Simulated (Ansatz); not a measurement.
## From the elastic tensor of ZrSc at 2 GPa (stress–strain coefficients) to moduli and sound speeds

Theory: DFT LDA, scalar-relativistic, plane waves, PAW (Ansatz). Cutoff 420 eV, 15×15×8 k-points (Γ-centred), Fermi-Dirac smearing of 0.15 eV. No spin polarisation.

The structure is hexagonal, space group P-6m2 (No. 187). Conventional cell: a = 3.148 Å, b = 3.148 Å, c = 5.015 Å, α = 90.00°, β = 90.00°, γ = 120.00°. Zr (site symmetry -6m2) has 6 Sc at 3.10 Å and 6 Zr at 3.15 Å as nearest neighbours. Sc (site symmetry -6m2) is surrounded by 6 Zr at 3.10 Å and 6 Sc at 3.15 Å.

In a metal, frequencies and elastic constants depend on the k mesh and the smearing, soft modes and shear constants most.

Relaxed-ion constants (GPa, on the Cartesian axes of the calculation):
C11 = 138.5, C12 = 58.4, C13 = 62.0, C22 = 138.5, C23 = 62.0, C33 = 143.6, C44 = 34.0, C55 = 34.0, C66 = 40.0 GPa; the others vanish.

Density 5.255 g/cm³; 2 atoms in 43.03 Å³.

The values that follow are for a polycrystal of randomly turned grains, by Hill's mean where one number stands.

With S = C⁻¹: B_V = (C11+C22+C33+2(C12+C13+C23))/9, G_V = (C11+C22+C33−C12−C13−C23+3(C44+C55+C66))/15, 1/B_R = S11+S22+S33+2(S12+S13+S23), 15/G_R = 4(S11+S22+S33−S12−S13−S23)+3(S44+S55+S66); Hill is their mean. Then v_l = √((B+4G/3)/ρ), v_t = √(G/ρ), v_m = [(2/v_t³+1/v_l³)/3]^(−1/3) and Θ = (ħ/k_B)·v_m·(6π²n/V)^(1/3) for n atoms in the volume V; E = 9BG/(3B+G), ν = (3B−2G)/(2(3B+G)) and A^U = 5G_V/G_R + B_V/B_R − 6.

- Bulk modulus, Voigt / Reuss / Hill: 87.3 / 87.2 / 87.2 GPa
- Shear modulus, Voigt / Reuss / Hill: 37.5 / 37.3 / 37.4 GPa
- Young's modulus: 98 GPa
- Poisson ratio: 0.313
- Pugh ratio B/G: 2.33
- Universal anisotropy index: 0.03
- Longitudinal and transverse sound speeds: 5108 and 2667 m/s
- Debye temperature from the mean sound speed: 319 K

Whether ZrSc exists in this form wasn't checked.